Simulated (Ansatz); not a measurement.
Starting cell, Nb3Au (A15, Cr3Si type):

```
CELL_PARAMETERS angstrom
     10.27811     0.00000     0.00000
      0.00000     5.13905     0.00000
      0.00000     0.00000     5.13905
ATOMIC_POSITIONS crystal
  Nb 0.25000 0.25000 0.00000
  Nb 0.75000 0.25000 0.00000
  Nb 0.25000 0.75000 0.00000
  Nb 0.75000 0.75000 0.00000
  Nb 0.12500 0.00000 0.50000
  Nb 0.62500 0.00000 0.50000
  Nb 0.37500 0.00000 0.50000
  Nb 0.87500 0.00000 0.50000
  Nb 0.00000 0.50000 0.25000
  Nb 0.50000 0.50000 0.25000
  Nb 0.00000 0.50000 0.75000
  Nb 0.50000 0.50000 0.75000
  Au 0.25000 0.50000 0.50000
  Au 0.75000 0.50000 0.50000
  Au 0.00000 0.00000 0.00000
  Au 0.50000 0.00000 0.00000
```

The atoms are displaced by Q × the pattern below (from a DFPT mode at X = (0.5, 0.0, 0.0), largest move 1; Q in Å), at fixed cell. It is one choice among 2 degenerate patterns. (q is in reciprocal vectors of the primitive cell; the cell shown is doubled to hold the pattern.)

```tsv
atom	x	y	z
Nb5	0.000	0.000	-0.291
Nb6	0.000	0.000	0.291
Nb7	0.000	0.000	0.291
Nb8	0.000	0.000	-0.291
Nb9	0.000	0.000	1.000
Nb10	0.000	0.000	-1.000
Nb11	0.000	0.000	1.000
Nb12	0.000	0.000	-1.000
Au15	0.000	0.000	-0.154
Au16	0.000	0.000	0.154
```

Atoms not listed stay in place.

Method: LDA (plane waves to 420 eV, PAW, scalar-relativistic; Ansatz, an electronic-structure program). k mesh 5×9×9 (Γ-centred), Fermi-Dirac smearing 0.05 eV. Energies are smeared free energies. With partly filled bands, energies and forces of such displacements shift with the k mesh and the smearing. Nb3Au is run without spin polarisation. Nb3Au was relaxed with its symmetry unable to fall. Spin-orbit coupling is left out, though Au is heavy. ΔE is measured from the undisplaced structure. The last digit holds for this mesh only.

```json
[
 {"Q (Å)": "-0.2800", "ΔE (meV/cell)": "824.9"},
 {"Q (Å)": "-0.2333", "ΔE (meV/cell)": "572.7"},
 {"Q (Å)": "-0.1867", "ΔE (meV/cell)": "367.8"},
 {"Q (Å)": "-0.1400", "ΔE (meV/cell)": "208.4"},
 {"Q (Å)": "-0.0933", "ΔE (meV/cell)": "withheld"},
 {"Q (Å)": "-0.0467", "ΔE (meV/cell)": "23.6"},
 {"Q (Å)": "0.0000", "ΔE (meV/cell)": "0.0"},
 {"Q (Å)": "0.0467", "ΔE (meV/cell)": "23.6"},
 {"Q (Å)": "0.0933", "ΔE (meV/cell)": "withheld"},
 {"Q (Å)": "0.1400", "ΔE (meV/cell)": "208.4"},
 {"Q (Å)": "0.1867", "ΔE (meV/cell)": "367.8"},
 {"Q (Å)": "0.2333", "ΔE (meV/cell)": "572.7"},
 {"Q (Å)": "0.2800", "ΔE (meV/cell)": "824.9"}
]
```

Question: Fit an even polynomial form (powers 2, 4, 6) to the given rows and predict ΔE at Q = 0.0933.

Answer: Least squares on the 11 given rows: ΔE = (10740)·Q² + (-6924)·Q⁴ + (53220)·Q⁶, in meV/cell with Q in Å; root-mean-square residual 0.22 meV/cell. At 0.0933 the fit gives 93.0 meV/cell; the calculation gives 93.5 meV/cell, so the interpolation is off by -0.5 (-0.5 %). The quadratic term alone would give 93.5 meV/cell.

(For displaced atoms, the force is minus the slope of the energy, and its curvature is a force constant, which sets phonon frequencies.)
